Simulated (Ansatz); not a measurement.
Relaxed-ion elastic tensor of CsCdBr$_{3}$ in space group P6_3/mmc (No. 194; Cs on 2d, Cd on 2a, Br on 6h) in GPa (Voigt order), DFT-LDA in the program Ansatz with PAW potentials; density 5.18 g/cm³, 31.13 Å³ per atom.

|  | 1 | 2 | 3 | 4 | 5 | 6 |
|---|---|---|---|---|---|---|
| 1 | 38.5 | 14.9 | 10.0 | 0.0 | 0.0 | 0.0 |
| 2 | 14.9 | 38.5 | 10.0 | 0.0 | 0.0 | 0.0 |
| 3 | 10.0 | 10.0 | 37.0 | 0.0 | 0.0 | 0.0 |
| 4 | 0.0 | 0.0 | 0.0 | -0.1 | 0.0 | 0.0 |
| 5 | 0.0 | 0.0 | 0.0 | 0.0 | -0.1 | 0.0 |
| 6 | 0.0 | 0.0 | 0.0 | 0.0 | 0.0 | 11.8 |

Problem. Is the crystal mechanically stable?

Solution. On the edge, within the error: the smallest eigenvalue of C is -0.1 GPa.

The workflow started from a Materials Project entry (that database holds measured and hypothetical structures alike); the Crystallography Open Database files this formula in space group No. 194, but the cells were not matched. Its standing as an ambient phase is unchecked. Symmetry was held in the LDA relaxation; phonons on a q-mesh show no instability. Scalar-relativistic: spin–orbit coupling is off unless named, which matters more the heavier the elements.

Potentials: the later of the program's two PAW sets.
